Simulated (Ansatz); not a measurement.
Values for one crystal, relaxed and computed with the program Ansatz at the r²SCAN level (PAW); other levels are named.

* **Volume per atom**: 12.98 Å³
* **Electronic character**: metallic (no gap)
* **Formation energy from the elements (no fitted shifts)**: -0.40 eV/atom
* **Density of states at the Fermi level**: 0.73 states/eV per atom (mean over ±0.08 eV)
* **Bulk modulus (Birch–Murnaghan fit)**: 273 GPa
* **Pressure derivative B′**: 5.2

Q: Which of these materials gives this?
A) CeGe2Ru2, I4/mmm (Ce on 2a, Ge on 4e, Ru on 4d)
B) GePd, Pnma (Ge on 4c, Pd on 4c)
C) CaSi, Cmcm (Ca on 4c, Si on 4c)
D) SiRu2, Pnma (Si on 4c, Ru on 4c, Ru on 4c)

A: D, SiRu2, Pnma (Si on 4c, Ru on 4c, Ru on 4c)

The workflow started from a Materials Project entry (that database holds measured and hypothetical structures alike); the Crystallography Open Database copy checked does not list it. Its standing as an ambient phase is unchecked. The r²SCAN relaxation kept the symmetry of its start; whether a distortion lowers the energy is not shown. The run is not spin-polarised. The references are the lowest solids computed at this level, not always the standard phases. Scalar-relativistic: spin–orbit coupling is off unless named, which matters more the heavier the elements.

Potentials: the later of the program's two PAW sets.
